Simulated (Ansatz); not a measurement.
Generalised stacking fault of Li (bcc, W type) on the {211} plane. The cell below holds the perfect crystal with the plane normal along z; tilting its third vector by the shift puts one fault into each cell, between planes 1.42 Å apart, at fixed cell height.

```
CELL_PARAMETERS angstrom
      3.01156     0.00000     0.00000
      0.00000     4.91786     0.00000
      0.00000     0.00000     8.51798
ATOMIC_POSITIONS crystal
  Li 0.00000 0.00000 0.91667
  Li 0.66667 0.50000 0.08333
  Li 0.33333 0.00000 0.25000
  Li 0.00000 0.50000 0.41667
  Li 0.66667 0.00000 0.58333
  Li 0.33333 0.50000 0.75000
```

In-plane vectors a = (3.012, 0.000) Å, b = (0.000, 4.918) Å, area 14.81 Å². The shift is s times the vector a (length 3.012 Å), so s = 1 restores the start. The shift is rigid: no atom relaxes. γ = [E(shift) − E(0)] / area.

These are r2SCAN (plane waves to 500 eV, PAW, scalar-relativistic; Ansatz, a program for electronic structure) values and carry that method's errors. k mesh 13×8×5 (Γ-centred), Fermi-Dirac smearing 0.05 eV. E is the zero-smearing estimate. With partly filled bands, the k mesh leaves noise in γ, roughly 0.02 J/m² as judged from a few cases. Faults lie only 8.5 Å apart, and holding the cell height and the atoms raises γ above its relaxed value. Li was relaxed with its symmetry unable to fall. The zero of γ is zero shift.

Q: Give the computed γ (J/m²) at s = 0.167, 0.417, 0.500, 0.750, 0.917.

A: 
```
s      γ (J/m²)
-----  --------
0.167      0.02
0.417      0.09
0.500      0.10
0.750      0.05
0.917      0.00
```

(The slope of γ gives the shear force per area between the displaced halves; near zero shift its curvature is an elastic stiffness.)
